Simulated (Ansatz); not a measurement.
The relaxed structure here is a generated cell of TePb: the first start was made by placing the elements on the sites of a structure type, and the end was not matched to a known phase here, so it may be hypothetical. Known forms of TePb include space group No. 225.

The end point of a relaxation of TePb. Space group P6₃mc (No. 186). Level of theory: r2SCAN (plane waves to 500 eV, PAW, scalar-relativistic; Ansatz, a program for electronic structure).

```cif
data_Pb4Te4
_chemical_formula_sum 'Pb4 Te4'
_space_group_name_H-M_alt 'P63mc'
_space_group_IT_number 186
_space_group_name_Hall 'P 6c -2c'
_cell_length_a 5.50753
_cell_length_b 5.50753
_cell_length_c 13.01484
_cell_angle_alpha 90.000
_cell_angle_beta 90.000
_cell_angle_gamma 120.000
loop_
_atom_site_label
_atom_site_type_symbol
_atom_site_symmetry_multiplicity
_atom_site_Wyckoff_symbol
_atom_site_fract_x
_atom_site_fract_y
_atom_site_fract_z
_atom_site_occupancy
Pb1 Pb 2 a 0.00000 0.00000 0.02774 1
Pb2 Pb 2 b 0.33333 0.66667 0.27237 1
Te1 Te 2 a 0.00000 0.00000 0.28806 1
Te2 Te 2 b 0.33333 0.66667 0.03746 1
```

**Question.** Estimate the band gap that r2SCAN returns for this input.

**Answer.** 1.42 eV, indirect (valence top at K, conduction bottom at k = (0.1429, 0.1429, 0.3333)) (no spin-orbit coupling).

**Question.** What is the computed smallest direct gap (r2SCAN)?

**Answer.** 1.57 eV at k = (0.2857, 0.2857, 0).

No spin polarisation in the result. Without spin-orbit coupling the bands of the heavy element are not split, so the gap can be far off.

The run could not lose the symmetry of its start: the end is stationary, and may be a saddle point rather than a minimum.
